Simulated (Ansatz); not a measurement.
# MnSi: from a starting cell to a relaxed one

The start is a generated trial cell of MnSi in the AFLOW prototype AB_hR6_160_3a_3a (as in SiC). Cell shape, volume and atoms are optimised at zero target pressure with PBE (plane waves to 420 eV, PAW, scalar-relativistic; Ansatz, a quantum-chemistry and plane-wave program). The first steps use a coarse 8×8×8 k-mesh.

The start:
```yaml
crystal:
  lattice:
    - [1.70930, 0.98687, 8.37385]
    - [-1.70930, 0.98687, 8.37385]
    - [0.00000, -1.97373, 8.37385]
  atoms:
    - { symbol: Mn, position: [0.00000, 0.00000, 0.00000] }
    - { symbol: Mn, position: [0.22222, 0.22222, 0.22222] }
    - { symbol: Mn, position: [0.77778, 0.77778, 0.77778] }
    - { symbol: Si, position: [0.08333, 0.08333, 0.08333] }
    - { symbol: Si, position: [0.30556, 0.30556, 0.30556] }
    - { symbol: Si, position: [0.86111, 0.86111, 0.86111] }
```
Spin-polarised start, with parallel moments on Mn.

**Question.** How large is the pressure on the unrelaxed cell, and of which sign?

**Answer.** +41 GPa (positive: the cell is compressed).

**Question.** What is the largest force in the starting geometry, and on which atom (counted from 1)?

**Answer.** About 0.4 eV/Å, on Mn1 (atoms numbered as listed).

**Question.** By how much does the energy per atom fall from start to end?

**Answer.** 1.34 eV/atom.

**Question.** How does the volume per atom move from start to end?

**Answer.** -4.4 %, from 14.13 to 13.50 Å³/atom.

**Question.** How do the shortest distances between atoms change?

**Answer.** The closest pairs of elements (up to four, under 3.6 Å), start → end: Mn–Si 2.09 → 2.29 Å; Si–Si 3.42 → 2.60 Å; Mn–Mn 3.42 → 2.61 Å.

**Question.** What band gap does the relaxed structure have at this level?

**Answer.** Zero (metallic).

**Question.** What magnetic moments remain?

**Answer.** Net 0.77 μB/atom, ferromagnetic.

**Question.** What does it relax into? Give the structure.

**Answer.** 
```cif
data_Mn9Si9
_chemical_formula_sum 'Mn9 Si9'
_space_group_name_H-M_alt 'R3m :H'
_space_group_IT_number 160
_space_group_name_Hall 'R 3 -2"'
_cell_length_a 3.88401
_cell_length_b 3.88401
_cell_length_c 18.60238
_cell_angle_alpha 90.000
_cell_angle_beta 90.000
_cell_angle_gamma 120.000
loop_
_atom_site_label
_atom_site_type_symbol
_atom_site_symmetry_multiplicity
_atom_site_Wyckoff_symbol
_atom_site_fract_x
_atom_site_fract_y
_atom_site_fract_z
_atom_site_occupancy
Mn1 Mn 3 a 0.00000 0.00000 0.02519 1
Mn2 Mn 3 a 0.00000 0.00000 0.76395 1
Mn3 Mn 3 a 0.00000 0.00000 0.27996 1
Si1 Si 3 a 0.00000 0.00000 0.89007 1
Si2 Si 3 a 0.00000 0.00000 0.63778 1
Si3 Si 3 a 0.00000 0.00000 0.15305 1
```
(The calculation used a cell of 6 atoms; values per cell refer to that cell.)

The space group stays R3m (No. 160) (the run could not lower it), with 6 atoms in the primitive magnetic cell. Final values are on a 14×14×14 k-mesh of the relaxed cell. Spin state reached: ferromagnetic (net 0.77 μB/atom), from parallel starting moments; other spin orders were not run from this start.

The run could not lose the symmetry of its start, so the end can be a saddle point.

The relaxed structure here is a generated cell of MnSi: the first start was made by placing the elements on the sites of a structure type, and the end was not matched to a known phase here, so it may be hypothetical. Known forms of MnSi include space group No. 198.
